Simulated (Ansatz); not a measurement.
## YSn3: enthalpy against pressure

YSn3, Pm-3m, a = 4.647 Å. The structure is a COD entry; whether it is the stable form wasn't checked. Ansatz: PBEsol, PAW, 420 eV, Γ-centred 10×10×10 mesh on 4 atoms, Gaussian smearing 0.10 eV; no spin polarisation. Cell and atoms are relaxed at each pressure, and no other structure is tried, so the rows at high pressure may lie past a change of phase. y is the enthalpy over the state at zero pressure; there V0 = 25.090 Å³/atom. The pressures are the targets, met within 0.02 GPa.

| P (GPa) | y (eV/atom) |
| --- | --- |
| -3.0 | -0.4818 |
| 0.0 | 0.0000 |
| 3.0 | 0.4596 |
| 8.0 | 1.1880 |
| 15.0 | 2.1487 |
| 30.0 | ? |
| 60.0 | 7.4304 |

Q: Fit y = c1 P + c2 P² + c3 P³ to the other rows, say what c1 and c2 mean, and predict the missing value.

A: Least squares on the rows shown. y = 0.15641 P − 0.00099714 P² + 7.5714×10⁻⁶ P³. Since dH/dP = V, c1 is V0: 0.15641 eV/GPa × 160.2 = 25.057 Å³ against 25.090; c2 = −V0/(2B0) gives B0 = 78 GPa, where a Birch–Murnaghan fit to the volumes of the same runs (not shown) gives 64 GPa: a cubic over this range folds the higher terms into c2. Above P = −c2/(3 c3) = 44 GPa the cubic's slope, the volume, would rise with pressure, so the form fails there. At P = 30.0 the fit asked for gives 3.9993 eV/atom. The run gave 4.0461 eV/atom, so the fit is 0.0468 eV/atom too low, 0.59 % of the span of the series, against an rms of 0.0022 eV/atom on the fitted rows. With a term in P⁴ added, a fit to the same known rows predicts 4.0843 eV/atom, which misses by about as much or more on the other side: the known rows don't fix the higher terms.